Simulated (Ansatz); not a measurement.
Ti2COSe, Janus MXene-type layer, relaxed and computed with two functionals in Ansatz (plane waves, PAW).

```tsv
functional	a (Å)	thickness (Å)
PBE	?	?
r²SCAN+D4	3.117	5.10
```

Task: Some entries are withheld; supply them.

Result: 
- PBE, a (Å): 3.123
- PBE, thickness (Å): 5.15

All cells were relaxed under the symmetry of their starts (and spin orders); stability against distortions was not tested throughout. Rows with no word on spin ran without spin polarisation. Scalar-relativistic: spin–orbit coupling is off unless named, which matters more the heavier the elements. Constructed layers (a layer type filled with these elements): Ti2COSe, Janus MXene-type layer; Ti2COSe, Janus MXene-type layer.

Potentials: the later of the program's two PAW sets.

Ansatz (a quantum-chemistry and plane-wave program) is a plane-wave DFT program.
